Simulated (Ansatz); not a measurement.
**SrZn₂N₂ (I4/mcm), kick along a soft mode, then relaxed**

Computed with Ansatz, DFT PBEsol, scalar-relativistic, plane waves, PAW. The runs took a 420 eV cutoff, a Γ-centred 8×8×8 mesh and Gaussian smearing (0.05 eV). No spin polarisation. Energies are free energies at this smearing, counted from the undisturbed cell; pressure is positive in compression.

The undisturbed cell (relaxed at this level; it needn't be the usual structure):

```
CELL_PARAMETERS angstrom
-3.26162 3.26162 3.59889
3.26162 -3.26162 3.59889
3.26162 3.26162 -3.59889
ATOMIC_POSITIONS crystal
Sr 0.25000 0.25000 0.00000
Sr 0.75000 0.75000 0.00000
Zn 0.86746 0.36746 0.23492
Zn 0.13254 0.63254 0.76508
Zn 0.36746 0.13254 0.50000
Zn 0.63254 0.86746 0.50000
N 0.33422 0.83422 0.16844
N 0.66578 0.16578 0.83156
N 0.83422 0.66578 0.50000
N 0.16578 0.33422 0.50000
```

The atoms are moved along a zone-centre mode of 107i cm⁻¹ (Å):

```csv
atom,ux,uy,uz
Sr1,0.000,0.000,0.000
Sr2,0.000,0.000,0.000
Zn3,0.000,0.000,-0.037
Zn4,0.000,0.000,-0.037
Zn5,0.000,0.000,0.037
Zn6,0.000,0.000,0.037
N7,0.000,0.000,0.150
N8,0.000,0.000,0.150
N9,0.000,0.000,-0.150
N10,0.000,0.000,-0.150
```

Cell and atoms are then relaxed.

Question: Does the relaxation return to the undisturbed structure?

Answer: No. It ends 26.1 meV/atom below it. The final space group reads I-42m (tolerance 0.01 Å) and the volume changes by 1.49 %.

Final structure:

```
CELL_PARAMETERS angstrom
-3.16597 3.16597 3.87658
3.16597 -3.16597 3.87658
3.16597 3.16597 -3.87658
ATOMIC_POSITIONS crystal
Sr 0.25000 0.25000 0.00000
Sr 0.75000 0.75000 0.00000
Zn 0.83861 0.33861 0.22819
Zn 0.11042 0.61042 0.77181
Zn 0.38958 0.16139 0.50000
Zn 0.66139 0.88958 0.50000
N 0.40206 0.90206 0.15673
N 0.74533 0.24533 0.84327
N 0.75467 0.59794 0.50000
N 0.09794 0.25467 0.50000
```

The relaxation, step by step (energy from the first step; small jumps at an unchanged geometry come where the plane waves are selected anew for the new cell):

```
step  ΔE (meV/atom) largest force component (eV/Å) pressure (GPa)
   1            0.0                           0.096           -0.39
   2           -2.3                           0.135           -0.12
   3           -9.3                           0.285            0.43
   4          -12.8                           0.459            0.23
   5          -21.2                           0.085           -0.22
   6          -21.7                           0.013            0.02
   7          -21.8                           0.014            0.01
   8          -21.7                           0.008           -0.02
   9          -22.8                           0.008            0.06
  10          -22.8                           0.010            0.02
  11          -22.8                           0.005           -0.04
  12          -23.0                           0.005           -0.04
```

Cost: 1 run of about 14 core-minutes, on Arm Neoverse V1 (shared hosts).